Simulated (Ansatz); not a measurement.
## Is this CsB3N3 structure stable?

The structure comes from a generated guess, relaxed at this level; another structure or a mixture of phases may lie lower.

These are results of DFT PBE, scalar-relativistic, plane waves, PAW (Ansatz 0.2.0), not measurements. The final run on the 7-atom cell used 420 eV, a Γ-centred 12×12×4 mesh, 0.10 eV smearing and no spin polarisation.

```cif
data_structure
_symmetry_space_group_name_H-M 'P 1'
_symmetry_Int_Tables_number 1
_cell_length_a 4.3688
_cell_length_b 4.3688
_cell_length_c 9.6236
_cell_angle_alpha 90.000
_cell_angle_beta 90.000
_cell_angle_gamma 120.000
_cell_volume 159.07
loop_
_atom_site_label
_atom_site_type_symbol
_atom_site_fract_x
_atom_site_fract_y
_atom_site_fract_z
_atom_site_occupancy
Cs1 Cs 0.00000 0.00000 0.50000 1
B1 B 0.33333 0.66667 0.00000 1
B2 B 0.66667 0.33333 0.00000 1
B3 B 0.00000 0.00000 0.00000 1
N1 N 0.33328 0.00000 0.00000 1
N2 N 0.00000 0.33328 0.00000 1
N3 N 0.66672 0.66672 0.00000 1
```

Energies over the elements count from the elements' standard structures at the same level (N₂ as a molecule), with no fitted energy shifts.

Q: These tests were run: energy against the elements; phonons on a 2×2×1 q mesh. What do they show?

A:

| test | result |
| --- | --- |
| energy against the elements | −1.01 eV/atom |
| phonons on a 2×2×1 q mesh | imaginary modes down to 26i cm⁻¹ |

It fails one test: phonons on a 2×2×1 q mesh. So it isn't even a local minimum.

No dispersion correction is applied, so the spacing and binding between layers, chains or molecules are poorly described. An odd number of electrons in the primitive cell allows no gap without spin; a larger cell or a magnetic state could open one. The run for the phonons used a 12×12×4 k mesh and Fermi–Dirac smearing of 0.15 eV.
